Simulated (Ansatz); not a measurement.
## 17O NMR of the central transition in CO2

Cell: a Materials Project structure (computed, not necessarily an observed phase), taken as it stands.

```cif
data_CO2
_symmetry_space_group_name_H-M 'P4_12_12'
_symmetry_Int_Tables_number 92
_cell_length_a 5.0693
_cell_length_b 5.0693
_cell_length_c 7.2320
_cell_angle_alpha 90.000
_cell_angle_beta 90.000
_cell_angle_gamma 90.000
loop_
_atom_site_label
_atom_site_type_symbol
_atom_site_symmetry_multiplicity
_atom_site_Wyckoff_symbol
_atom_site_fract_x
_atom_site_fract_y
_atom_site_fract_z
C C 4 a 0.9888 0.0112 0.7500
O O 8 b 0.6750 0.3476 0.4927
```

One atom of each set is listed.

The numbers come from a DFT calculation in Ansatz (PBE, plane waves and PAW, scalar-relativistic, 420 eV cutoff, Γ-centred 5×5×4 k-points, Fermi–Dirac smearing 0.02 eV).

17O has I = 5/2 and Q = -25.58 mb (Pyykkö 2018); at 7.05 T its Larmor frequency is ν₀ = 40.7 MHz. Only the quadrupole interaction is simulated: positions count from each site's isotropic chemical shift, and J coupling is left out, as are shift anisotropy and dipolar coupling, which fast spinning averages.

(1) Simulate the second-order pattern (fast magic-angle spinning, Gaussian broadening 0.2 kHz) of site O (1 C at 1.17 Å).

Results:

(1) The calculation gives C_Q = -4.63 MHz and η = 0.08, so ν_Q = 0.695 MHz and the centre of gravity lies at -77.9 ppm (-3.17 kHz).

offset (kHz), height and a bar:
```
   -8.209          0 
   -7.877          3 #
   -7.545          6 ##
   -7.213          6 ##
   -6.881          6 ##
   -6.549          6 ##
   -6.217          7 ##
   -5.885          7 ##
   -5.553          7 ##
   -5.221         19 ######
   -4.889         78 ########################
   -4.557         65 ###################
   -4.225         49 ###############
   -3.893         44 #############
   -3.561         41 ############
   -3.228         41 ############
   -2.896         41 ############
   -2.564         44 #############
   -2.232         47 ##############
   -1.900         55 #################
   -1.568         76 #######################
   -1.236        100 ##############################
   -0.904         27 ########
   -0.572          0
```

At O V_zz points along its bond to C (within 1°).

The largest force is 0.6 eV/Å, so the atoms aren't at the calculated equilibrium and relaxing them would move these values. A computed database structure should lie near equilibrium, so this entry is doubtful.
